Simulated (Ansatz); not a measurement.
# Property card for PbS

PbS:
```yaml
crystal:
  lattice:
    - [0.00000, 3.30452, 3.30452]
    - [3.30452, 0.00000, 3.30452]
    - [3.30452, 3.30452, 0.00000]
  atoms:
    - { symbol: S, position: [0.75000, 0.75000, 0.75000] }
    - { symbol: Pb, position: [0.00000, 0.00000, 0.00000] }
```

Space group F-43m (No. 216), zinc blende; conventional cell a = b = c = 6.6090 Å, α = β = γ = 90.00°.

Method: plane-wave PAW HSE06 (Ansatz code). The cell and atoms are relaxed at this level. Other levels are named where they apply.

**Cell and energy**

Volume per atom: 36.08 Å³
Density: 5.51 g/cm³

**Electronic structure**

- Band gap = 1.30 eV (indirect)
- Valence-band maximum = at W
- Conduction-band minimum = at X (3 equivalent valleys)
- Smallest direct gap on the standard path = 1.82 eV

**Mechanics**

- Bulk modulus (Birch–Murnaghan fit): 38.1 GPa
- Pressure derivative B′: 4.1

**Charges**

- Bader charges: S -1.06, Pb +1.06 e

The cell is a constructed one: a structure type filled with these elements; neither database checked (COD, Materials Project) lists it. It is not the phase usual at ambient conditions (space group No. 225). Symmetry was held in the HSE06 relaxation; whether a distortion lowers the energy is not shown. The hybrid was solved on a coarse mesh, the path and, where they were found, the r²SCAN edge points; its band edges are the extreme levels among these. Spin–orbit coupling is left out wherever it is not named.

Potentials: the later of the program's two PAW sets.
